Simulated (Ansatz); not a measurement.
The relaxed structure here is a generated cell of V3Si: the first start was made by a random draw of sites in a space group, and the end was not matched to a known phase here, so it may be hypothetical. Known forms of V3Si include space group No. 223.

One stationary structure of V3Si. Space group P6/mmm (No. 191). Level of theory: PBEsol (plane waves to 420 eV, PAW, scalar-relativistic; Ansatz, a first-principles code).

Space group P6/mmm (No. 191); a = b = 4.8842 Å, c = 2.4641 Å, α = β = 90.00°, γ = 120.00°

```csv
atom,site,symmetry,x,y,z
Si,1b,6/mmm,0.0000,0.0000,0.5000
V,3f,mmm,0.0000,0.5000,0.0000
```

- Volume per atom = 12.73 Å³
- Band gap = no gap (metallic)
- Magnetic moment = zero (the starting moments vanished)
- Shortest distances = V–V 2.44 Å; Si–Si 2.46 Å; Si–V 2.74 Å
- k-mesh = 11×11×19

No spin polarisation in the result: the starting moments vanished. The relaxed primitive cell holds an odd number of electrons. A magnetic state may lie lower.

The run could not lose the symmetry of its start: the end is stationary, and may be a saddle point rather than a minimum.

All atoms sit on sites fixed by symmetry, so only the cell could relax.
